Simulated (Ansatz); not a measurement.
LaAsO$_{3}$:
```
LaAsO3
1.0
    4.39095     0.00000     0.00000
    0.00000     5.28733     0.00000
   -1.65232     0.00000     5.95344
La As O
2 2 6
Direct
  0.33484   0.75000   0.70144
  0.66516   0.25000   0.29856
  0.07765   0.75000   0.14273
  0.92235   0.25000   0.85727
  0.66497   0.75000   0.11762
  0.33503   0.25000   0.88238
  0.19310   0.50087   0.34202
  0.80690   0.49913   0.65798
  0.80690   0.00087   0.65798
  0.19310   0.99913   0.34202
```

This is the PBEsol-relaxed structure. x, y and z are the axes in which the lattice vectors are written.

Q: All from plane-wave PAW PBEsol (Ansatz code), unless another level is named. Estimate the band gap.

A: 2.61 eV (smallest direct gap 2.62 eV).

Q: What about the formation energy from the elements (no fitted shifts)?

A: -2470 meV/atom.

Q: Next, the HSE06 gap on the PBEsol cell?

A: 3.84 eV.

Q: Predict the electron effective mass with spin–orbit coupling.

A: 0.77, 0.77, 1.4 mₑ (principal values).

Q: Give the valence-band maximum.

A: on the A–E line, 16 % of the way from A (k = -0.500, -0.078, -0.500).

Space group P2_1/m. The workflow started from a Materials Project entry (that database holds measured and hypothetical structures alike); the Crystallography Open Database copy checked does not list it. Its standing as an ambient phase is unchecked. The PBEsol relaxation kept the symmetry of its start; its stability against distortions is not shown here. The references are the lowest solids computed at this level, not always the standard phases (solids in place of the gases). Spin–orbit coupling is left out wherever it is not named.

Potentials: the later of the program's two PAW sets.
